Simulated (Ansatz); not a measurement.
ScSi:
Space group Cmcm (No. 63); a = 3.994 Å, b = 9.893 Å, c = 3.661 Å, α = β = γ = 90.00°

```
atom  site  symmetry       x       y       z
----  ----  --------  ------  ------  ------
Sc      4c       m2m  0.0000  0.1391  0.7500
Si      4c       m2m  0.0000  0.5808  0.2500
```
(The calculation used a cell of 4 atoms; values per cell refer to that cell.)

Relaxed with r²SCAN.

Tabulate the valence density and the electron localisation function along the shortest Sc–Si contact (2.77 Å), r²SCAN in the plane-wave PAW code Ansatz.



| distance from Sc (Å) | density (e/Å³) | ELF |
|---|---|---|
| 0.28 | 6.92 | 0.33 |
| 0.42 | 5.69 | 0.63 |
| 0.55 | 3.84 | 0.75 |
| 0.69 | 2.08 | 0.73 |
| 0.83 | 0.95 | 0.52 |
| 0.97 | 0.43 | 0.21 |
| 1.11 | 0.26 | 0.10 |
| 1.25 | 0.22 | 0.16 |
| 1.38 | 0.23 | 0.37 |
| 1.52 | 0.27 | 0.60 |
| 1.66 | 0.32 | 0.72 |
| 1.80 | 0.37 | 0.75 |
| 1.94 | 0.41 | 0.71 |
| 2.08 | 0.39 | 0.59 |
| 2.22 | 0.31 | 0.40 |
| 2.35 | 0.20 | 0.27 |
| 2.49 | 0.11 | 0.30 |

The density is the valence pseudo-density with augmentation charge, so density and ELF within about 1 Å of a nucleus are not all-electron values.

The first step of the workflow began from a Materials Project structure, measured or hypothetical; the Crystallography Open Database copy checked does not list it. Its standing as an ambient phase is unchecked. The r²SCAN relaxation kept the symmetry of its start; of distortions, only those at the zone centre were tested. No spin polarisation was allowed.

Potentials: the later of the program's two PAW sets.
